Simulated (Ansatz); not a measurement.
Al (fcc (Cu type), space group No. 225) under volume change, the program Ansatz at the r²SCAN level (PAW), scaled uniformly.

```tsv
V (Å³/atom)	E − E(relaxed) (meV/atom)	P (GPa)
14.473	44.1	10.76
14.950	18.5	6.56
15.427	4.4	3.01
15.904	0.0	0.00
16.381	3.9	-2.54
16.859	14.7	-4.68
17.336	31.4	-6.46
```

Problem. What does a third-order Birch–Murnaghan fit give for V₀, B₀ and B′?

Solution. V₀ = 15.90 Å³/atom, B₀ = 91.7 GPa, B′ = 4.6.

Space group Fm-3m (fcc (Cu type)). Symmetry was held in the r²SCAN relaxation.

Potentials: the later of the program's two PAW sets.
